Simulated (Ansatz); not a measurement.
Y3In5 in space group Cmcm (No. 63; Pearson symbol oS32), PBE (plane waves, PAW; program Ansatz), all energies at zero smearing, with the estimated change up to a 700 eV cutoff added, with one set of potentials and settings (totals compare only within such a set). Cell of 16 atoms (6 Y, 10 In): -79078.527 eV.

```csv
element,reference phase,E (eV/atom)
Y,"P6_3/mmc, 2 atoms in the cell",-3848.6668
In,"I4/mmm, 1 atoms in the cell",-5597.8481
```

Formation energy per atom, worked out: (-79078.527 − 6×(-3848.6668) − 10×(-5597.8481))/16 = -0.503 eV/atom (-49 kJ per mol of atoms), at 0 K, without zero-point energy or fitted corrections.

The first step of the workflow began from a Materials Project structure, measured or hypothetical; the Crystallography Open Database copy checked does not list it. Whether it is the stable phase at ambient conditions was not checked. The PBE relaxation kept the symmetry of its start; its stability against distortions is not shown here. No spin polarisation was allowed. The references are the lowest solids computed at this level, not always the standard phases.

Potentials: the later of the program's two PAW sets.
